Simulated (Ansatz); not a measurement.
Au: stationary points along a deformation path

All numbers below come from Ansatz, DFT r2SCAN, scalar-relativistic, plane waves, PAW. Cutoff 500 eV, Γ-centred 22×22×22 k-points, Gaussian smearing of 0.15 eV. Spin–orbit coupling is left out, which can shift energies with elements as heavy as these. No spin polarisation. Energies are free energies at this smearing, counted from the undisturbed cell; pressure is positive in compression.

Zero of the scan (as given, not relaxed at this level; it stands at -4.7 GPa; this bcc form isn't the usual structure):

```
Au
1.0
    -1.65727    1.65727    1.65727
     1.65727   -1.65727    1.65727
     1.65727    1.65727   -1.65727
Au
1
Direct
  0.00000 0.00000 0.00000
```

At fixed volume and fractional coordinates, lengths along (0.000, 0.000, 1.000) are scaled against those across it; ρ is that ratio over its starting value. V = 18.207 Å³/atom. Δσ is the stress along the axis less the mean stress across it (compression positive).

| ρ | ΔE (meV/atom) | Δσ (GPa) | space group |
| --- | --- | --- | --- |
| 0.707 | 64.2 | 18.89 | I4/mmm |
| 0.780 | -7.6 | 2.85 | I4/mmm |
| 0.850 | -8.7 | -1.23 | I4/mmm |
| 1.000 | 0.0 | 0.00 | Im-3m |
| 1.200 | -7.4 | 0.91 | I4/mmm |
| 1.414 | -18.6 | 0.00 | Fm-3m |

Problem. How does the stress give the slope of the energy, and where is the energy stationary?

Solution. Along the path d ln(length) is 2/3 d ln ρ on the axis and −1/3 d ln ρ across it, so dE/d ln ρ = −(2/3) V Δσ: the energy falls with ρ where Δσ is positive. Δσ vanishes or changes sign between ρ = 0.780 and 0.850, a minimum (near 0.83 by linear interpolation); at ρ = 1.000 (Im-3m), a maximum at 0.0 meV/atom; at ρ = 1.414 (Fm-3m, an end of the scan), at -18.6 meV/atom. Pairs of stationary points between two samples would go unseen, and could change a minimum read from distant neighbours into a maximum. At ρ = 1.000, 1.414 the cell is cubic, where symmetry alone makes the stress isotropic and the slope zero.

Problem. Is the start the lowest point of the path?

Solution. No: ρ = 1.414 lies 18.6 meV/atom lower, with no sampled rise above the start on the way. Volume and inner coordinates are held, so a relaxed structure there would lie lower still.

In a metal these slopes depend on the k mesh and the smearing.